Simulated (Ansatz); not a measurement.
SrTiO3 (cubic perovskite, space group No. 221) under volume change, LDA in the plane-wave PAW code Ansatz, scaled uniformly.

```
V (Å³/atom)  E − E(relaxed) (meV/atom)  P (GPa)
-----------  -------------------------  -------
10.420                            69.1    23.37
10.764                            28.9    14.29
11.107                             6.8     6.57
11.451                             0.0    -0.01
11.794                             6.1    -5.60
12.138                            23.4   -10.36
12.481                            50.1   -14.41
```

What does a third-order Birch–Murnaghan fit give for V₀, B₀ and B′?

V₀ = 11.45 Å³/atom, B₀ = 202 GPa, B′ = 4.4.

Space group Pm-3m (cubic perovskite). The LDA relaxation kept the symmetry of its start. At this level the phase is dynamically unstable (imaginary phonons). The run is not spin-polarised.

Potentials: the later of the program's two PAW sets.
